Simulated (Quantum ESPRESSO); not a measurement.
# Band energies of Cs₂KScF₆

```
Cs2KScF6
1.0
    0.00000     4.66509     4.66509
    4.66509     0.00000     4.66509
    4.66509     4.66509     0.00000
F K Sc Cs
6 1 1 2
Cartesian
  2.04545   4.66508   4.66508
  7.28472   4.66509   4.66509
  4.66508   2.04545   4.66508
  4.66509   7.28472   4.66509
  4.66509   4.66509   2.04545
  4.66508   4.66508   7.28472
  4.66509   4.66509   4.66509
  0.00000   0.00000   0.00000
  2.33254   2.33254   2.33254
  6.99763   6.99763   6.99763
```

norm-conserving LDA (Quantum ESPRESSO, 84 Ry, no spin-orbit coupling); path ΓXWKΓLUWLK,UX; energies in eV from the valence-band maximum.

```csv
k (1/Å),point,band 36,band 37,band 38,band 39,band 40,band 41,band 42,band 43
0.00,Γ,-0.18,-0.18,0.00,0.00,0.00,6.48,6.94,6.94
0.22,,-0.20,-0.20,-0.03,-0.03,0.00,6.86,6.95,6.98
0.67,X,-0.22,-0.22,-0.17,-0.17,-0.01,6.97,7.09,7.09
0.67,W,-0.33,-0.32,-0.18,-0.07,-0.07,7.03,7.03,7.09
0.91,K,-0.33,-0.26,-0.14,-0.14,-0.03,7.00,7.07,7.08
1.27,,-0.26,-0.23,-0.05,-0.05,-0.04,6.99,7.01,7.02
1.63,Γ,-0.18,-0.18,0.00,0.00,0.00,6.48,6.94,6.94
2.01,,-0.25,-0.25,-0.05,-0.05,-0.05,7.00,7.00,7.03
2.21,L,-0.27,-0.27,-0.07,-0.07,-0.07,7.02,7.02,7.05
2.42,,-0.31,-0.28,-0.10,-0.10,-0.05,7.02,7.04,7.06
2.62,U,-0.33,-0.26,-0.14,-0.14,-0.03,7.00,7.07,7.08
2.62,W,-0.33,-0.32,-0.18,-0.07,-0.07,7.03,7.03,7.09
2.86,,-0.31,-0.29,-0.12,-0.07,-0.07,7.03,7.04,7.06
3.10,L,-0.27,-0.27,-0.07,-0.07,-0.07,7.02,7.02,7.05
3.37,,-0.33,-0.27,-0.11,-0.11,-0.05,7.02,7.05,7.07
3.51,K,-0.33,-0.26,-0.14,-0.14,-0.03,7.00,7.07,7.08
3.51,U,-0.33,-0.26,-0.14,-0.14,-0.03,7.00,7.07,7.08
3.75,X,-0.22,-0.22,-0.17,-0.17,-0.01,6.97,7.09,7.09
```

The LDA gap is direct, 6.48 eV at Γ. Another valence extremum on the path lies within 0.02 eV, too close to call.

Geometry of the Materials Project entry, not relaxed at this level.

The structure is a Materials Project entry; no match was found in the copy of COD used, and its stability was not checked.
